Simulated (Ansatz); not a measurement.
Ga4As3N as one 8-atom ordering on the zincblende lattice, 8 atoms and 102 valence electrons in a cell of about 155 Å³, was run 6 times in Ansatz, each time on 4 threads of AMD EPYC 7B13 (Zen 3), on a shared host.

```tsv
run	k mesh	irreducible k	cutoff (eV)	plane waves	bands	SCF iterations	wall time	peak host memory (GiB)
relaxation, PBE	4×4×4	10	420	3119	62	57	?	?
relaxation, r2SCAN	4×4×4	10	500	3911	62	29	19 s	0.82
bands, PBE	6×6×6	20	420	2969	57	7	13 s	0.73
single point, r2SCAN	6×6×6	20	500	3911	57	8	?	?
single point, HSE06	4×4×4	10	420	2969	57	29	?	?
single point, PBE+SOC	6×6×6	20	420	2969	114	10	49 s	2
```

**Question.** What time and memory did the runs marked ? need?

**Answer.**
```tsv
run	wall time	peak host memory (GiB)
relaxation, PBE	26 s	0.59
single point, r2SCAN	15 s	0.86
single point, HSE06	2.8 min	3.2
```

Only the levels marked +SOC include spin-orbit coupling.
